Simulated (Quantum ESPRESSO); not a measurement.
Moving one atom in AuHf4SnTa2

All numbers below are calculated, not measured. They come from Quantum ESPRESSO 7.5, a public plane-wave density functional program. Each row is one single-point run on a made-up periodic cell of eight metal atoms, with elements, volume, strain and displacements drawn at random and not relaxed, so a cell may be unstable or far from any real phase. There is no spin polarisation or spin-orbit coupling.

Settings: PBE unless stated; PseudoDojo standard norm-conserving files; Fermi-Dirac width 0.25 eV, which means electrons at about 2900 K; cutoff 1034 eV; 8 x 3 x 3 k mesh shifted half a step off Gamma. E is the free energy of the whole cell (internal energy minus TS), so a -TS column is already part of it. Stress is positive in tension, and the pressure P is minus a third of its trace.

Checks: one run of this series was repeated at a higher cutoff and on a denser mesh, which moved values by no more than 0.002 eV, 0.08 GPa and 0.009 eV/Å, and a second program with other atomic files agreed on it to 2 % rms in force and 0.5 GPa in pressure. Known limits: the tin pseudopotential is less sure than most, with forces differing by about three percent from a second method on plain tin; heavy elements are run without spin-orbit coupling, which real alloys of them have; a spin test at this wide smearing found no moment, but such smearing suppresses magnetism that the real alloy may have.

The lattice is hexagonal close-packed, and the cell vectors in Å are (-3.055, -0.034, 0.041); (0.125, 5.284, -5.021); (0.008, -5.376, -5.118), a volume of 165.04 Å³. The elements on sites 1 to 8 are Sn Hf Hf Ta Ta Hf Hf Au. The runs move the Hf atom on site 6 by u along x from its drawn, already displaced place and keep all else fixed. Forces are on that atom, and E is counted from run 4.

```
run    u (Å)  Fx (eV/Å)  Fy (eV/Å)  Fz (eV/Å)  P (GPa)  E (meV)
  1  -0.1528      0.180     -0.691      0.974     2.27      0.2
  2  -0.1208          ?          ?          ?        ?        ?
  3  -0.0934      0.055     -0.648      0.965     2.27     -6.8
  4   0.0206     -0.171     -0.541      0.974     2.31      0.0
  5   0.0390     -0.206     -0.521      0.979     2.32      3.5
  6   0.0942     -0.309     -0.459      0.998     2.34     17.7
  7   0.1301     -0.376     -0.416      1.015     2.36     30.0
```

## Worked fit

A parabola through the runs shown gives Fx = -0.131 - 1.95 u + 0.5 u² eV/Å, with an error of 0.00 on the linear term and a scatter of 0.001 eV/Å. Minus its integral from run 1 to run 7 is 30 meV, and the table's energies differ by 30 meV.

## Withheld run

Question: what Fx should run 2 give?

The fit gives 0.112 ± 0.001 eV/Å. The calculation gave 0.112 eV/Å.
